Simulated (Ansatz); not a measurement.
The relaxed structure here is a generated cell of RbGeCl3: the first start was made by placing the elements on the sites of a structure type, and the end was not matched to a known phase here, so it may be hypothetical.

The end point of a relaxation of RbGeCl$_{3}$. Space group Pnma (No. 62), AFLOW prototype AB3C_oP20_62_c_cd_a (as in CaTiO3). The numbers are results of r2SCAN (plane waves to 500 eV, PAW, scalar-relativistic; Ansatz, a first-principles code), not measurements.

```cif
data_Cl12Ge4Rb4
_chemical_formula_sum 'Rb4 Ge4 Cl12'
_space_group_name_H-M_alt 'Pnma'
_space_group_IT_number 62
_space_group_name_Hall '-P 2ac 2n'
_cell_length_a 7.38614
_cell_length_b 10.46052
_cell_length_c 7.35313
_cell_angle_alpha 90.000
_cell_angle_beta 90.000
_cell_angle_gamma 90.000
loop_
_atom_site_label
_atom_site_type_symbol
_atom_site_symmetry_multiplicity
_atom_site_Wyckoff_symbol
_atom_site_fract_x
_atom_site_fract_y
_atom_site_fract_z
_atom_site_occupancy
Rb1 Rb 4 c 0.02861 0.75000 0.49392 1
Ge1 Ge 4 a 0.00000 0.00000 0.00000 1
Cl1 Cl 4 c 0.00280 0.25000 0.04154 1
Cl2 Cl 8 d 0.22014 0.02153 0.71996 1
```

Volume per atom: 28.41 Å³
Band gap: 1.15 eV, direct at Γ (no spin-orbit coupling)
Shortest distances: Cl–Ge 2.63 Å; Cl–Rb 3.40 Å
k-mesh: 4×3×4

Band energies at high-symmetry points (eV from the VBM; labels of this space group; no spin-orbit coupling), from −5 eV up to 5.5 eV:

```
point                                                                                                                                                                                                                                                                                   energies
-----  -----------------------------------------------------------------------------------------------------------------------------------------------------------------------------------------------------------------------------------------------------------------------------------------
Γ                                       -4.63 -4.40 -4.40 -4.39 -4.22 -3.92 -3.86 -3.84 -3.82 -3.82 -3.73 -3.72 -3.65 -3.62 -3.58 -3.47 -3.46 -3.41 -3.40 -3.39 -3.26 -3.26 -3.24 -2.97 -2.94 -2.90 -2.79 -2.17 -1.11 0.00 1.15 1.15 1.20 1.64 1.71 2.08 3.59 4.81 5.01 5.06 5.07 5.17 5.25 5.25
X                                      -4.67 -4.67 -4.52 -4.52 -4.42 -4.42 -4.16 -4.16 -3.89 -3.89 -3.85 -3.85 -3.57 -3.57 -3.50 -3.50 -3.46 -3.46 -3.28 -3.28 -3.22 -3.22 -3.21 -3.21 -3.14 -3.14 -2.64 -2.64 -1.60 -1.60 1.63 1.63 3.14 3.14 3.47 3.47 3.54 3.54 3.79 3.79 4.87 4.87 5.09 5.09
S                                        -4.46 -4.46 -4.46 -4.46 -3.95 -3.95 -3.95 -3.95 -3.94 -3.94 -3.94 -3.94 -3.36 -3.36 -3.36 -3.36 -3.21 -3.21 -3.21 -3.21 -3.17 -3.17 -3.17 -3.17 -2.45 -2.45 -2.45 -2.45 3.28 3.28 3.28 3.28 3.37 3.37 3.37 3.37 3.73 3.73 3.73 3.73 5.21 5.21 5.21 5.21
Y      -4.76 -4.76 -4.70 -4.70 -4.52 -4.52 -4.24 -4.24 -4.22 -4.22 -3.84 -3.84 -3.59 -3.59 -3.53 -3.53 -3.52 -3.52 -3.37 -3.37 -3.35 -3.35 -3.28 -3.28 -3.15 -3.15 -3.09 -3.09 -2.75 -2.75 -0.86 -0.86 1.40 1.40 1.45 1.45 3.19 3.19 3.88 3.88 4.28 4.28 5.29 5.29 5.32 5.32 5.36 5.36 5.44 5.44
Z                            -4.65 -4.65 -4.52 -4.52 -4.44 -4.44 -4.17 -4.17 -3.88 -3.88 -3.87 -3.87 -3.59 -3.59 -3.45 -3.45 -3.45 -3.45 -3.33 -3.33 -3.21 -3.21 -3.16 -3.16 -3.09 -3.09 -2.71 -2.71 -1.62 -1.62 1.61 1.61 3.11 3.11 3.48 3.48 3.51 3.51 3.81 3.81 4.86 4.86 5.11 5.11 5.43 5.43
U                                      -4.63 -4.63 -4.25 -4.25 -3.87 -3.87 -3.86 -3.86 -3.85 -3.85 -3.73 -3.73 -3.68 -3.68 -3.60 -3.60 -3.59 -3.59 -3.57 -3.57 -3.39 -3.39 -3.37 -3.37 -2.93 -2.93 -2.23 -2.23 -1.10 -1.10 1.62 1.62 1.66 1.66 2.12 2.12 4.74 4.74 5.22 5.22 5.27 5.27 5.36 5.36
R                                    -4.89 -4.89 -4.89 -4.89 -4.43 -4.43 -4.43 -4.43 -3.88 -3.88 -3.88 -3.88 -3.65 -3.65 -3.65 -3.65 -3.53 -3.53 -3.53 -3.53 -3.48 -3.48 -3.48 -3.48 -3.14 -3.14 -3.14 -3.14 -1.91 -1.91 -1.91 -1.91 1.88 1.88 1.88 1.88 3.53 3.53 3.53 3.53 4.93 4.93 4.93 4.93
T                                        -4.48 -4.48 -4.48 -4.48 -3.98 -3.98 -3.95 -3.95 -3.94 -3.94 -3.91 -3.91 -3.30 -3.30 -3.29 -3.29 -3.22 -3.22 -3.19 -3.19 -3.16 -3.16 -3.14 -3.14 -2.52 -2.52 -2.50 -2.50 3.18 3.18 3.30 3.30 3.36 3.36 3.40 3.40 3.71 3.71 3.75 3.75 5.16 5.16 5.18 5.18
```

No spin polarisation in the result.

The run could not lose the symmetry of its start, so the end can be a saddle point.
